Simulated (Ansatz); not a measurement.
Computed properties of BaAg2As2

BaAg₂As₂:
```cif
data_Ag2As2Ba
_chemical_formula_sum 'Ba1 Ag2 As2'
_space_group_name_H-M_alt 'P 1'
_space_group_IT_number 1
_cell_length_a 6.48059
_cell_length_b 6.48059
_cell_length_c 6.48059
_cell_angle_alpha 138.612
_cell_angle_beta 138.612
_cell_angle_gamma 59.967
loop_
_space_group_symop_operation_xyz
  'x, y, z'
loop_
_atom_site_label
_atom_site_type_symbol
_atom_site_fract_x
_atom_site_fract_y
_atom_site_fract_z
_atom_site_occupancy
Ba1 Ba 0.00000 0.00000 0.00000 1
Ag1 Ag 0.75000 0.25000 0.50000 1
Ag2 Ag 0.25000 0.75000 0.50000 1
As1 As 0.38435 0.38435 0.00000 1
As2 As 0.61565 0.61565 0.00000 1
```

Space group I4/mmm (No. 139); conventional cell a = b = 4.5802 Å, c = 11.2266 Å, α = β = γ = 90.00°.

Method: r²SCAN (plane waves, PAW; program Ansatz). Structure relaxed to zero pressure with the same functional. Other levels are named where they apply.

Cell and energy:

```
Quantity             Result
---------------  ----------
Volume per atom    23.55 Å³
Density          7.09 g/cm³
```

Electronic structure:

```
Quantity                                                                     Value
------------------------------------  --------------------------------------------
Electronic character                                             metallic (no gap)
Density of states at the Fermi level  0.30 states/eV per atom (mean over ±0.08 eV)
```

Charges:

```
Property                              Result
-------------  -----------------------------
Bader charges  Ba +1.35, Ag 0.00, As -0.68 e
```

The workflow started from an entry of the Crystallography Open Database (COD, 295 K). Whether it is the stable phase at ambient conditions was not checked. The cell was relaxed with r²SCAN under the symmetry of its start; whether a distortion lowers the energy is not shown. No spin polarisation was allowed. Scalar-relativistic: spin–orbit coupling is off unless named, which matters more the heavier the elements.

Potentials: the later of the program's two PAW sets.
